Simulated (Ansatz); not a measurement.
TiAl (CuAu type, space group P4/mmm)

```
TiAl
1.0
    5.64852     0.00000     0.00000
    0.00000     2.82426     0.00000
    0.00000     0.00000     4.07079
Al Ti
2 2
Direct
  0.25000   0.50000   0.50000
  0.75000   0.50000   0.50000
  0.00000   0.00000   0.00000
  0.50000   0.00000   0.00000
```

In this cell atom 2 (Al, nearest neighbour Al at 2.824 Å; its periodic images, 2.8 Å or more away, move with it) is moved by s along Cartesian z, unit vector (0.000, 0.000, 1.000); all other atoms and the cell stay fixed.

All values below come from PBE (plane waves to 420 eV, PAW, scalar-relativistic; Ansatz, a first-principles code). k mesh 7×13×9 (Γ-centred), Fermi-Dirac smearing 0.05 eV. Energies are smeared free energies. With partly filled bands, energies and forces of such displacements shift with the k mesh and the smearing. TiAl is run without spin polarisation. TiAl was relaxed with its symmetry unable to fall. The zero of ΔE is the undisplaced structure. The last digit holds for this mesh only.

```csv
s (Å),ΔE (meV/cell)
-0.560,withheld
-0.448,715.1
-0.336,399.0
-0.224,176.1
-0.112,43.8
0.000,0.0
0.112,43.8
0.224,176.1
0.336,399.0
0.448,715.1
0.560,withheld
```

Q: Fit an even polynomial form (powers 2, 4) to the given rows and predict ΔE at s = 0.560.

A: Least squares on the 9 given rows: ΔE = (3495)·s² + (339.8)·s⁴, in meV/cell with s in Å; root-mean-square residual 0.09 meV/cell. At 0.560 the fit gives 1129.4 meV/cell; the calculation gives 1125.8 meV/cell, so the extrapolation is off by 3.6 (+0.3 %). The quadratic term alone would give 1096.0 meV/cell.

(A displaced cell: forces are minus the slopes of the energy, force constants its curvatures, and phonons follow from these.)
